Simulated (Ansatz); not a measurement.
Values for one crystal, relaxed and computed with DFT-LDA in the program Ansatz with PAW potentials; other levels are named.

| Item | Value |
|---|---|
| Volume per atom | 16.54 Å³ |
| Band gap | 1.13 eV (indirect) |
| Highest zone-centre frequency (without LO–TO term) | 553 cm^-1 |
| Formation energy from the elements (no fitted shifts) | -1.23 eV/atom |
| Electron effective mass | 0.15, 0.44, 0.49 mₑ (principal values) |
| Zone-centre stability | no imaginary mode at Γ |
| Smallest direct gap on the standard path | 1.55 eV |

Q: Which compound is it?
(A) LaScO3, Pnma (La on 4c, Sc on 4a, O on 4c, O on 8d)
(B) ZnSnP2, P-4m2 (Zn on 1a, Sn on 1c, P on 2g)
(C) SnO, Cmce (Sn on 8f, O on 8f)
(D) LiNbO3, R-3 (Li on 6c, Nb on 6c, O on 18f)

A: C, SnO, Cmce (Sn on 8f, O on 8f)

The first step of the workflow began from a Materials Project structure, measured or hypothetical; the Crystallography Open Database copy checked does not list it. It is not the phase usual at ambient conditions (space group No. 129). The cell was relaxed with LDA under the symmetry of its start. A crystal of weakly bound layers computed without a dispersion correction: the cell and the soft elastic constants depend strongly on that. Point labels and valley counts follow the cell and symmetry of the run, lower than the named group. The references are the lowest solids computed at this level, not always the standard phases (solids in place of the gases). Scalar-relativistic: spin–orbit coupling is off unless named, which matters more the heavier the elements.

Potentials: the later of the program's two PAW sets.
